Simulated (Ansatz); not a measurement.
Clean, relaxed (111) surface of Ag, space group Fm-3m (No. 225) (top face towards +c; atoms held fixed, by place in the list: 1, 2):

```
CELL_PARAMETERS angstrom
2.86690 0.00000 0.00000
-1.43345 2.48281 0.00000
0.00000 0.00000 24.02245
ATOMIC_POSITIONS crystal
Ag 0.66667 0.33333 0.35384
Ag 0.33333 0.66667 0.45128
Ag 0.00000 0.00000 0.54722
Ag 0.66667 0.33333 0.64369
```

These are results of DFT PBEsol, scalar-relativistic, plane waves, PAW (Ansatz), not measurements. Settings: cutoff 420 eV, Γ-centred mesh 12×12×1 on the computed 4-atom cell, Gaussian smearing of 0.10 eV; no spin polarisation. A dipole correction removes the field between periodic images along c.

E_ads counts from the clean slab and the free adsorbate (spin-polarised where it has unpaired electrons); negative means bound. With the adsorbate the cell is lengthened along c to keep the vacuum.

Question: F (atom) is put at the bridge (Ag-Ag) at (0.17, 0.83) site, one adsorbate per 7.1 Å². What structure does it relax to?

Answer: E_ads = -3.07 eV. Contacts: F–Ag 2.20 Å.

```yaml
crystal:
  lattice:
    - [2.86690, 0.00000, 0.00000]
    - [-1.43345, 2.48281, 0.00000]
    - [0.00000, 0.00000, 26.02245]
  atoms:
    - { symbol: Ag, position: [0.66667, 0.33333, 0.32664] }
    - { symbol: Ag, position: [0.33333, 0.66667, 0.41659] }
    - { symbol: Ag, position: [0.00013, 0.99987, 0.50586] }
    - { symbol: Ag, position: [0.66699, 0.33301, 0.59274] }
    - { symbol: F, position: [0.33363, 0.66637, 0.64845] }
```

Each end is the local minimum or symmetric point that its start leads to. The slab is only 7.0 Å thick, so the energies aren't converged with thickness.

Spin polarisation was left out, and a magnetic state may lie lower.